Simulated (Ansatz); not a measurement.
Computed with Ansatz, DFT PBE, scalar-relativistic, plane waves, PAW. Plane waves to 420 eV, an 18×18×18 mesh through Γ for the 3-atom cell and 0.10 eV Gaussian smearing; no spin polarisation.

Energies over the elements count from the elements' standard structures at the same level, with no fitted energy shifts.

**Question.** Find a candidate trigonal metal made of C and Zr, with a formation energy near −0.64 eV/atom and a density near 6.23 g/cm³, in a cell of 3 atoms. Its symmetry should be R-3m (No. 166).

**Answer.** Zr₂C, space group R-3m (No. 166). Around Zr lie 3 C at 2.30 Å and 12 Zr at 3.16–3.46 Å; C is surrounded by 6 Zr at 2.30 Å.

```xyz
3
Lattice="1.6677 0.9629 5.3829 -1.6677 0.9629 5.3829 0.0000 -1.9257 5.3829" Properties=species:S:1:pos:R:3 pbc="T T T"
Zr    0.0000    0.0000    4.1271
Zr    0.0000    0.0000   12.0215
C     0.0000    0.0000    0.0000
```

* Volume per atom: 17.29 Å³
* Density: 6.23 g/cm³
* Energy over the elements: −0.64 eV/atom
* Gap on the 18×18×18 mesh of the 3-atom cell: 0 eV (a metal)

The cell was found from a structure generator's guess, not taken from experiment. Other answers may fit too; this one was computed.

The reference form of C is held partly by dispersion forces, which this level lacks. A later test with randomly moved atoms came back to the same energy, though modes that don't fit the test's cell weren't probed.
